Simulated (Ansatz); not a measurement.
Data:

Starting cell, TiCo (CsCl type):

```xyz
2
Lattice="2.9858 0.0000 0.0000 0.0000 2.9858 0.0000 0.0000 0.0000 2.9858" Properties=species:S:1:pos:R:3 pbc="T T T"
Ti     0.0000     0.0000     0.0000
Co     1.4929     1.4929     1.4929
```

Scan: atom 2 (Co, nearest neighbour Ti at 2.586 Å; its periodic images, 3.0 Å or more away, move with it) is displaced along Cartesian [110], direction (0.707, 0.707, 0.000) in Cartesian axes, by s. The other atoms stay.

Computed with PBE (plane waves to 420 eV, PAW, scalar-relativistic; Ansatz, a quantum-chemistry and plane-wave program). k mesh 13×13×13 (Γ-centred), Fermi-Dirac smearing 0.05 eV. E stands for the smeared free energy. Left out: 4 of 11 points, with atoms too close for the PAW data. The magnetic moment jumps within the scan, so the points may not all belong to one state, and nothing is fitted. With partly filled bands, energies and forces of such displacements shift with the k mesh and the smearing. Relaxed TiCo ends ferromagnetic. TiCo was relaxed with its symmetry unable to fall. The magnetic order is the one the run started from; other orders were not tried. The zero of ΔE is the undisplaced structure.

The scan covers s from -0.468 to 0.468 Å in 7 points.

Task: What force acts on the atom along the line at s = -0.468 Å?

Result: 2.15 eV/Å.

Task: What is the energy change at s = 0.468 Å?

Result: 501 meV/cell.

(A displaced cell: forces are minus the slopes of the energy, force constants its curvatures, and phonons follow from these.)
